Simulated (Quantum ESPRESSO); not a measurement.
Kohn-Sham bands of CaS (rock salt)

```
CaS
1.0
    0.00000     2.85237     2.85237
    2.85237     0.00000     2.85237
    2.85237     2.85237     0.00000
Ca S
1 1
Direct
  0.00000   0.00000   0.00000
  0.50000   0.50000   0.50000
```

Cell from Materials Project (mp-1672), symmetrised, no further relaxation. COD (Crystallography Open Database) has an entry of this formula and space group (matched by these alone). Method: PBEsol plane waves in Quantum ESPRESSO 7.5 (PseudoDojo norm-conserving files, 55 Ry, no spin polarisation, no spin-orbit coupling), Bloch states on a 10×10×10 mesh through Γ, Wannier90 4.0.1. Density: 10×10×10 mesh, cold smearing 0.01 Ry.

List the Kohn-Sham levels between −8 and 5.3 eV relative to the valence-band maximum at the high-symmetry points, as a band run of pw.x on that density gives them (levels within 2 meV counted together).


| point | k (reciprocal lattice) | levels (eV) |
|---|---|---|
| Γ | 0.000 0.000 0.000 | 0.00 (×3), 3.94, 4.09 (×3), 4.71 (×2) |
| X | 0.500 0.000 0.500 | -2.31, -0.82 (×2), 2.25 |
| U | 0.625 0.250 0.625 | -2.07, -1.90, -1.03, 3.58 |
| K | 0.375 0.375 0.750 | -2.07, -1.90, -1.03, 3.58 |
| L | 0.500 0.500 0.500 | -3.13, -1.16 (×2), 5.04 |
| W | 0.500 0.250 0.750 | -1.81 (×2), -1.56, 4.74 (×2) |
